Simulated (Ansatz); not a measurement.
PbI2 (CdI2 type, P-3m1), PBE in the plane-wave PAW code Ansatz. The conduction-band minimum lies at A, with 1 equivalent valley. Second derivatives d²E/dk² of the lowest band at one valley (eV·Å²), along Cartesian directions:

```tsv
direction	d²E/dk²
[100]	28.68
[010]	28.68
[001]	3.836
[110]	28.68
[101]	16.27
[011]	16.26
```

Question: Find the principal effective masses, the density-of-states mass and the conductivity mass.

Answer: Off-diagonal terms follow from H_xy = H[110] − (H_xx + H_yy)/2, and m*/mₑ = 7.620 eV·Å² over each eigenvalue: 0.27, 0.27, 2.0. One valley's DOS mass (m₁m₂m₃)^(1/3) = 0.52, conductivity mass 3/(Σ 1/mᵢ) = 0.37 mₑ.

Question: What effective density of states Nc follows at 300 K for parabolic valleys?

Answer: Nc = 2.509e19 × 1 × (0.52)^(3/2) ≈ 9.4e18 cm⁻³.

The PBE relaxation kept the symmetry of its start. The volume lies over 15 % above that of the usual cell of this phase: another minimum, or an error of the functional. A crystal of weakly bound layers computed without a dispersion correction: the cell and the soft elastic constants depend strongly on that. Spin–orbit coupling is left out wherever it is not named.

Potentials: the later of the program's two PAW sets.

Edges and masses are those of Kohn–Sham bands, whose gap is no quasiparticle gap.
